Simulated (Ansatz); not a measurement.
GaN:
```xyz
2
Lattice="0.0000 2.2491 2.2491 2.2491 0.0000 2.2491 2.2491 2.2491 0.0000" Properties=species:S:1:pos:R:3 pbc="T T T"
N      3.3736     3.3736     3.3736
Ga     0.0000     0.0000     0.0000
```

Cartesian axes are those of the cell as given.

Problem. Give the proper piezoelectric stress tensor with relaxed ions from PBEsol in the plane-wave PAW code Ansatz.

Solution. In C/m², rows x, y, z, Voigt columns; mesh uncertainty up to 0.00.
```
 0.00   0.00   0.00  -0.37   0.00   0.00
 0.00   0.00   0.00   0.00  -0.37   0.00
 0.00   0.00   0.00   0.00   0.00  -0.37
```

The elastic tensor of the same run (GPa):

```tsv
	1	2	3	4	5	6
1	270	147	147	0.0	0.0	0.0
2	147	270	147	0.0	0.0	0.0
3	147	147	270	0.0	0.0	0.0
4	0.0	0.0	0.0	152	0.0	0.0
5	0.0	0.0	0.0	0.0	152	0.0
6	0.0	0.0	0.0	0.0	0.0	152
```

Problem. Convert to strain constants d = e·S.

Solution. In pC/N:
```
 0.0   0.0   0.0  -2.4   0.0   0.0
 0.0   0.0   0.0   0.0  -2.4   0.0
 0.0   0.0   0.0   0.0   0.0  -2.4
```

Space group F-43m (zinc blende). The cell was relaxed with PBEsol under the symmetry of its start.

Potentials: the later of the program's two PAW sets.
